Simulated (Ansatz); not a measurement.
Guessed and relaxed cells of Li4TaO

Recipe of this trial structure of Li4TaO: random cell by space group and Wyckoff sites (P4mm, No. 99). Lengths were set from tabulated atomic sizes, so they are only a guess.

POSCAR.start

```
Li Ta O
1.0
     3.70311    0.00000    0.00000
     0.00000    3.70311    0.00000
     0.00000    0.00000    3.08519
Li Ta O
4 1 1
Direct
  0.77142 0.50000 0.28629
  0.22858 0.50000 0.28629
  0.50000 0.77142 0.28629
  0.50000 0.22858 0.28629
  0.50000 0.50000 0.77858
  0.50000 0.50000 0.43754
```

Method: DFT PBE, scalar-relativistic, plane waves, PAW in Ansatz 0.2.0. Cutoff 420 eV, Gaussian smearing, Γ-centred meshes. Cell and atoms relax first on a coarse mesh and then on a finer one. In between, the cell is made exact in the group found at 0.06 Å. In metals the finer mesh still leaves noise of several meV/atom or more. The steps can't lower the symmetry of their start. Collinear spin is switched on along the way, since trial moments persisted in a coarse test.

POSCAR.end

```
Li Ta O
1.0
     7.30984    0.00000    0.00000
     0.00000    7.30984    0.00000
     0.00000    0.00000    3.92928
Li Ta O
4 1 1
Direct
  0.79629 0.50000 0.00000
  0.20371 0.50000 0.00000
  0.50000 0.79629 0.00000
  0.50000 0.20371 0.00000
  0.50000 0.50000 0.50000
  0.50000 0.50000 0.00000
```

The symmetry goes from P4mm (No. 99) to P4/mmm (No. 123). The volume per atom grows by 396.3 %, from 7.1 to 35.0 Å³. The shortest distance goes from 1.05 Å (Ta–O) to 1.96 Å (Ta–O). The energy falls by about 16.0 eV/atom (the start's value is from the coarse mesh). The end is written in a standard setting, so origin, axes and order of atoms can differ from the start's.

| Item | Value |
| --- | --- |
| Volume per atom | 34.99 Å³ |
| Density | 1.78 g/cm³ |
| Energy over the elements | +0.07 eV/atom |
| Gap on the 6×6×10 mesh of the 6-atom cell | 0 eV (a metal) |
| Net moment per atom | 0.38 μB |
| Moment by site | Ta 0.7 μB |

The zero of energy is the elements' standard structures at the same level (O₂ as a molecule); no fitted shifts are applied. It can't be a ground state, since the elements alone are lower.

The last run used collinear spin and Gaussian smearing of 0.10 eV. Spin–orbit coupling, which can matter for Ta, is left out. The magnetic state reached may not be the lowest. Symmetry constrained the relaxation, so the result can be a saddle point. In all, the 4 runs took 8.5 min on 1 thread of Intel(R) Xeon(R) Platinum 8259CL CPU @ 2.50GHz (Skylake/Cascade Lake), on a shared host. Another cell of Li4TaO relaxed alike but without spin, in P4/mmm, lies 0.45 eV/atom lower, so this cell isn't the stable form at this level. Site moments count only spheres around the atoms; the net moment includes the space between them.
